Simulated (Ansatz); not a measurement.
ZnO2 in space group Pa-3 (No. 205; Zn on 4a, O on 8c), plane-wave PAW PBEsol (Ansatz code). The conduction-band minimum lies on the Γ–R line, 36 % of the way from Γ, with 8 equivalent valleys. Second derivatives d²E/dk² of the lowest band at one valley (eV·Å²), along Cartesian directions:

| direction | d²E/dk² |
|---|---|
| [100] | 5.346 |
| [010] | 5.346 |
| [001] | 5.346 |
| [110] | 8.220 |
| [101] | 8.220 |
| [011] | 8.220 |

Find the principal effective masses, the density-of-states mass and the conductivity mass.

Off-diagonal terms follow from H_xy = H[110] − (H_xx + H_yy)/2, and m*/mₑ = 7.620 eV·Å² over each eigenvalue: 0.69, 3.1, 3.1. One valley's DOS mass (m₁m₂m₃)^(1/3) = 1.9, conductivity mass 3/(Σ 1/mᵢ) = 1.4 mₑ.

What effective density of states Nc follows at 300 K for parabolic valleys?

Nc = 2.509e19 × 8 × (1.9)^(3/2) ≈ 5.3e20 cm⁻³.

With the computed static dielectric constant 10.6 (mean of the diagonal), estimate a hydrogenic donor's binding energy and radius.

E = 13.606 eV × 1.4/10.6² ≈ 170 meV; a = 0.529 Å × ε/m* ≈ 4.0 Å. Semilocal masses tend to be too small when the gap is underestimated.

The first step of the workflow began from a Materials Project structure, measured or hypothetical; the Crystallography Open Database copy checked does not list it. Its standing as an ambient phase is unchecked. The PBEsol relaxation kept the symmetry of its start; its stability against distortions is not shown here.

Potentials: the later of the program's two PAW sets.
